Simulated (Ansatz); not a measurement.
# PbS: single point, PBE (computed with Ansatz 0.2.0, plane waves, PAW)

```cif
data_structure
_symmetry_space_group_name_H-M 'Fm-3m'
_symmetry_Int_Tables_number 225
_cell_length_a 5.9300
_cell_length_b 5.9300
_cell_length_c 5.9300
_cell_angle_alpha 90.000
_cell_angle_beta 90.000
_cell_angle_gamma 90.000
_cell_volume 208.53
loop_
_atom_site_label
_atom_site_type_symbol
_atom_site_symmetry_multiplicity
_atom_site_Wyckoff_symbol
_atom_site_fract_x
_atom_site_fract_y
_atom_site_fract_z
_atom_site_occupancy
Pb1 Pb 4 b 0.50000 0.00000 0.00000 1
S1 S 4 a 0.00000 0.00000 0.00000 1
```

Launched as:

```bash
ansatz run input.yaml --threads 4 --pin off --max-ram 8192MiB --backend cpu --events-out ev --progress --plain --runs-dir out
```

Input file:

```yaml
crystal:
  lattice:
    - [0.0, 2.9650006778, 2.9650006778]
    - [2.9650006778, 0.0, 2.9650006778]
    - [2.9650006778, 2.9650006778, 0.0]
  atoms:
    - { symbol: Pb, position: [0.5, 0.5, 0.5] }
    - { symbol: S, position: [0.0, 0.0, 0.0] }
basis:
  ecutwfc: 420
  ecutrho_ratio: 4
kpoints:
  mp_grid: { grid: [8, 8, 8] }
hamiltonian:
  xc: pbe
scf:
  occupations: { method: gaussian, width: 0.05 }
output:
  forces: true
  stress: true
  eigenvalues: true
```

Output (shortened):

```
Engine: ansatz 0.2.0, aarch64-unknown-linux-gnu
Crystal: 2 atoms, lattice volume = 52.132 Å³
Basis set: ecut = 420 eV, 965 PW (Γ), exchange–correlation on 60×60×60 points (8 copies of the dense FFT grid, shifted against one another)
Bands: 14, of which v1, the nominal top of the filled ones, is band 10 counted from 1 (9 counted from 0)
Symmetry: 48 space group operations
Space group: Fm-3m (ITA 225), of the structure as read, at distance tolerance 3.7e-5 Å
k-points: 29 of 512
Initial wavefunctions: pseudopotential atomic-orbital guess
Functional: x = pbe(κ = 0.804, μ = 0.2195149727645171), c = pbe(β = 0.06672455060314922)
SCF iter   1: F=—  HF=-12809.558431 eV  |F-HF|=—  |Δ(HF+E_count)|=         —  Δρ=9.25e-4  dr2=6.78e-4  ethr=1.77e-3  ⟨swp⟩=6.3  Hψ=2400  notcnv=0
[…]
SCF iter   4: F=—  HF=-12809.557115 eV  |F-HF|=—  |Δ(HF+E_count)|=   8.15e-6  Δρ=4.49e-5  dr2=1.01e-6  ethr=9.63e-8  ⟨swp⟩=2.1  Hψ=535  notcnv=0
iter 5 did not close the SCF: its close was put off for the readings that it lacked (scf_convergence_deferred on its scf_iter line)
SCF iter   5: F=-12809.557115 eV  HF=-12809.557115 eV  |F-HF|=1.49e-8  |Δ(HF+E_count)|=   2.74e-9  Δρ=6.51e-6  dr2=2.17e-8  ethr=5.03e-9  ⟨swp⟩=2.0  Hψ=693  notcnv=0
SCF iter   6: F=-12809.557115 eV  HF=-12809.557115 eV  |F-HF|=2.18e-10  |Δ(HF+E_count)|=   4.13e-9  Δρ=7.23e-7  dr2=2.67e-10  ethr=1.09e-10  ⟨swp⟩=2.7  Hψ=1713  notcnv=0
the search or the solves at the SCF's close seem to have found levels that the self-consistency loop had missed (the run counts 1). By its estimate they hold under 1e-12 electrons; where the run keeps them, the occupations were computed again with them
SCF 1 converged in 6 iterations: F = -12809.557115 eV  dr2 = 2.67e-10
  greatest PAW one-centre occupation: 0.982 electrons in one spin orbital (limit 2), on the Pb atom at site 0 (counted from 0), in its partial waves of l = 2
SCF converged after 6 iterations
Free energy (F): -12809.557115 eV
Harris-Foulkes:  -12809.557115 eV  (|F-HF|=2.18e-10)
Internal energy: -12809.557115 eV  (E = F + TS)
E sigma→0 (E₀):  -12809.557115 eV
Fermi energy:    8.646146 eV
--- Forces (eV/Å), atoms counted from 1 ---
  atom   1  Pb     0.00000000    -0.00000000     0.00000000
  atom   2  S     -0.00000000     0.00000000     0.00000000
--- Stress (GPa, compression-positive) ---
        2.276801      -0.000000      -0.000000
       -0.000000       2.276801      -0.000000
        0.000000       0.000000       2.276801
  P = ⅓ Tr σ = 2.2768 GPa (22.768 kbar)
```

In short: gap on the mesh 0.35 eV; pressure 2.3 GPa.

Time: 0.72 s on 4 threads of Arm Neoverse V1, on a shared host, peak memory 0.32 GiB.

Caveats: spin–orbit coupling is left out.
